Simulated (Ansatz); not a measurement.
Al2Pt:
```
Al2Pt
1.0
    0.00000     2.97299     2.97299
    2.97299     0.00000     2.97299
    2.97299     2.97299     0.00000
Al Pt
2 1
Direct
  0.25000   0.25000   0.25000
  0.75000   0.75000   0.75000
  0.00000   0.00000   0.00000
```

Relaxed with PBE. Special points in fractions of this cell's reciprocal vectors: Γ (0.000, 0.000, 0.000); X (0.500, 0.000, 0.500); U (0.625, 0.250, 0.625); K (0.375, 0.375, 0.750); L (0.500, 0.500, 0.500); W (0.500, 0.250, 0.750).

### Question
List the band energies nearest the Fermi level at these points for DFT-PBE in the program Ansatz with PAW potentials.

### Answer
In eV from the Fermi level; about four levels below and three above (degenerate sets whole), none deeper than 8.9 eV; points with the same levels are listed once.

```tsv
k	below	above
Γ	-4.99 -4.99 -4.99 -3.66 -3.66	2.80 3.77 3.77 3.77
X	-3.39 -3.18 -1.60 -1.60	2.99 3.32 7.99
U	-3.60 -3.04 -2.01 -0.62	3.20 5.32 6.67
L	-4.67 -4.67 -3.68 -3.44 -3.44	0.99 0.99 3.71
W	-3.23 -2.78 -2.78 -0.90	5.09 5.09 6.11
```

Space group Fm-3m (fluorite or antifluorite type). Symmetry was held in the PBE relaxation. No spin polarisation was allowed. Spin–orbit coupling is left out wherever it is not named.

Potentials: the later of the program's two PAW sets.
